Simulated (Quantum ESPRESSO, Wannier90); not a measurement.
Wannierisation of MgZnO$_{2}$ (R-3m)

Structure: Materials Project mp-1221939, symmetrised, not relaxed again. Not found in the COD (Crystallography Open Database) copy used; not checked further. Level: PBEsol, no spin polarisation, no spin-orbit coupling; pw.x of Quantum ESPRESSO at 68 Ry with PseudoDojo potentials, 8×8×8 k-points, Wannier90. Density: 12×12×12 mesh, cold smearing 0.01 Ry.

On the energy scale of pw.x, whose zero is arbitrary, the valence-band maximum lies at 9.89 eV.

Input w.win:

```
num_bands = 3
num_wann = 3
exclude_bands = 1,5-41
num_iter = 1000
conv_tol = 1.0e-6
conv_window = 4
write_hr = true
write_u_matrices = true
auto_projections = true
begin unit_cell_cart
ang
   -1.5218150217    2.6358609373    0.0000000000
   -3.0436300434    0.0000000000    0.0000000000
   -1.5218150217    0.8786203124    4.9464700000
end unit_cell_cart
begin atoms_frac
Mg   0.0000000000  0.0000000000  0.0000000000
Zn   0.5000000000  0.5000000000  0.5000000000
O   -0.2529100000 -0.2529100000 -0.2412700000
O    0.2529100000  0.2529100000  0.2412700000
end atoms_frac
mp_grid = 8 8 8
begin kpoints
0.0000000000 0.0000000000 0.0000000000
0.0000000000 0.0000000000 0.1250000000
0.0000000000 0.0000000000 0.2500000000
... (509 more lines: the 8x8x8 mesh through Gamma)
end kpoints
```

Input of pw2wannier90.x that gives the overlap and projection files (equivalent; here they were cut from one run over all bands):

```
&inputpp
  outdir = './out'
  prefix = 'pwscf'
  seedname = 'w'
  write_amn = .true.
  write_mmn = .true.
  atom_proj = .true.
  atom_proj_exclude = 1 2 3 4 5 6 10 11 12 13 14 15 16 17 18 19 20 21 22 23
/
```

Output w.wout (banner and timings cut):

```
                                    ------
                                    SYSTEM
                                    ------

                              Lattice Vectors (Ang)
                    a_1    -1.521815   2.635861   0.000000
                    a_2    -3.043630   0.000000   0.000000
                    a_3    -1.521815   0.878620   4.946470

                   Unit Cell Volume:      39.68348  (Ang^3)

                        Reciprocal-Space Vectors (Ang^-1)
                    b_1     0.000000   2.383732  -0.423412
                    b_2    -2.064372  -1.191866  -0.423412
                    b_3     0.000000   0.000000   1.270236

 *----------------------------------------------------------------------------*
 |   Site       Fractional Coordinate          Cartesian Coordinate (Ang)     |
 +----------------------------------------------------------------------------+
 | mg   1   0.00000   0.00000   0.00000   |   -0.00000   0.00000   0.00000    |
 | zn   1   0.50000   0.50000   0.50000   |   -3.04363   1.75724   2.47323    |
 | o    1  -0.25291  -0.25291  -0.24127   |    1.52182  -0.87862  -1.19343    |
 | o    2   0.25291   0.25291   0.24127   |   -1.52182   0.87862   1.19343    |
 *----------------------------------------------------------------------------*
                                ------------
                                K-POINT GRID
                                ------------

             Grid size =  8 x  8 x  8      Total points =  512

 *---------------------------------- MAIN ------------------------------------*
 |  Number of Wannier Functions               :                 3             |
 |  Number of Objective Wannier Functions     :                 3             |
 |  Number of input Bloch states              :                 3             |
 |  Output verbosity (1=low, 5=high)          :                 1             |
 |  Timing Level (1=low, 5=high)              :                 1             |
 |  Optimisation (0=memory, 3=speed)          :                 3             |
 |  Length Unit                               :               Ang             |
 |  Post-processing setup (write *.nnkp)      :                 F             |
 |  Using Gamma-only branch of algorithms     :                 F             |
 *----------------------------------------------------------------------------*
 *------------------------------- WANNIERISE ---------------------------------*
 |  Total number of iterations                :              1000             |
 |  Number of CG steps before reset           :                 5             |
 |  Trial step length for line search         :             2.000             |
 |  Convergence tolerence                     :         0.100E-05             |
 |  Convergence window                        :                 4             |
 |  Iterations between writing output         :                 1             |
 |  Iterations between backing up to disk     :               100             |
 |  Write r^2_nm to file                      :                 F             |
 |  Write xyz WF centres to file              :                 F             |
 |  Write on-site energies <0n|H|0n> to file  :                 F             |
 |  Use guiding centre to control phases      :                 F             |
 |  Use phases for initial projections        :                 F             |
 *----------------------------------------------------------------------------*
 *-------------------------------- PLOTTING ----------------------------------*
 |  Plotting Hamiltonian in WF basis          :                 T             |
 *----------------------------------------------------------------------------*

       ... (k-mesh section left out)

 Starting a new Wannier90 calculation ...

 Reading overlaps from w.mmn

 Reading projections from w.amn

 *------------------------------- WANNIERISE ---------------------------------*
 +--------------------------------------------------------------------+<-- CONV
 | Iter  Delta Spread     RMS Gradient      Spread (Ang^2)            |<-- CONV
 +--------------------------------------------------------------------+<-- CONV

 ------------------------------------------------------------------------------
 Initial State
  WF centre and spread    1  ( -3.043630,  1.757241,  2.473235 )     0.18583996
  WF centre and spread    2  ( -3.043630,  1.757241,  2.473235 )     0.18556641
  WF centre and spread    3  ( -3.043630,  1.757241,  2.473235 )     0.18556642
  Sum of centres and spreads ( -9.130890,  5.271722,  7.419705 )     0.55697279

      0     0.557E+00     0.0000000000        0.5569727874  <-- CONV
        O_D=      0.0000000 O_OD=      0.0000767 O_TOT=      0.5569728 <-- SPRD
 ------------------------------------------------------------------------------
      1    -0.168E-13     0.0000014156        0.5569727874  <-- CONV
        O_D=      0.0000000 O_OD=      0.0000767 O_TOT=      0.5569728 <-- SPRD
      2    -0.335E-13     0.0000014152        0.5569727874  <-- CONV
        O_D=      0.0000000 O_OD=      0.0000767 O_TOT=      0.5569728 <-- SPRD
      3    -0.503E-13     0.0000014144        0.5569727874  <-- CONV
        O_D=      0.0000000 O_OD=      0.0000767 O_TOT=      0.5569728 <-- SPRD
      4    -0.151E-10     0.0000014132        0.5569727873  <-- CONV
        O_D=      0.0000000 O_OD=      0.0000767 O_TOT=      0.5569728 <-- SPRD
             <<<     Delta < 1.000E-06  over  4 iterations     >>>
             <<< Wannierisation convergence criteria satisfied >>>
 Final State
  WF centre and spread    1  ( -3.043630,  1.757241,  2.473235 )     0.18583996
  WF centre and spread    2  ( -3.043630,  1.757241,  2.473235 )     0.18556641
  WF centre and spread    3  ( -3.043630,  1.757241,  2.473235 )     0.18556642
  Sum of centres and spreads ( -9.130890,  5.271722,  7.419705 )     0.55697279

         Spreads (Ang^2)       Omega I      =     0.556896102
        ================       Omega D      =     0.000000000
                               Omega OD     =     0.000076686
    Final Spread (Ang^2)       Omega Total  =     0.556972787
```
